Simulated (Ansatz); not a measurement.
VPt₂:
```xyz
3
Lattice="-1.3537 1.8922 4.1501 1.3537 -1.8922 4.1501 1.3537 1.8922 -4.1501" Properties=species:S:1:pos:R:3 pbc="T T T"
V      0.0000     0.0000     0.0000
Pt     0.0000     0.0000     5.4846
Pt     0.0000     0.0000     2.8155
```

Relaxed with PBEsol. Special points in fractions of this cell's reciprocal vectors: Γ (0.000, 0.000, 0.000); X (0.500, 0.500, -0.500); F2 (0.277, 0.723, -0.277); Σ0 (-0.277, 0.277, 0.277); Y0 (0.302, -0.302, 0.302); U0 (0.698, 0.302, -0.302); R (0.000, 0.500, 0.000); W (0.250, 0.250, 0.250); S (0.500, 0.000, 0.000); T (0.000, 0.000, 0.500).

### Question
List the band energies nearest the Fermi level at these points for PBEsol in the plane-wave PAW code Ansatz.

### Answer
In eV from the Fermi level; about four levels below and three above (degenerate sets whole), none deeper than 8.9 eV; points with the same levels are listed once.

```csv
k,below,above
Γ,-1.86 -1.58 -0.94 -0.84,0.03 1.04 1.66
X,-1.67 -1.20 -0.86 -0.34,1.46 1.59 1.67
F2,-1.99 -1.61 -1.10 -0.40,0.82 0.94 1.02
Y0,-1.27 -1.24 -0.71 -0.56,0.85 1.07 1.45
R,-3.91 -2.87 -1.83 -1.19,0.46 0.95 1.00
W,-2.34 -1.72 -0.95 -0.69,0.56 1.07 2.25
S,-1.25 -1.01 -0.57 -0.38,1.01 1.31 1.62
T,-2.18 -1.57 -0.25 -0.06,0.12 0.85 1.28
```

Space group Immm. The first step of the workflow began from a Materials Project structure, measured or hypothetical; the Crystallography Open Database files this formula in space group No. 71, but the cells were not matched. Its standing as an ambient phase is unchecked. The PBEsol relaxation kept the symmetry of its start; of distortions, only those at the zone centre were tested. No spin polarisation was allowed. Scalar-relativistic: spin–orbit coupling is off unless named, which matters more the heavier the elements.

Potentials: the later of the program's two PAW sets.
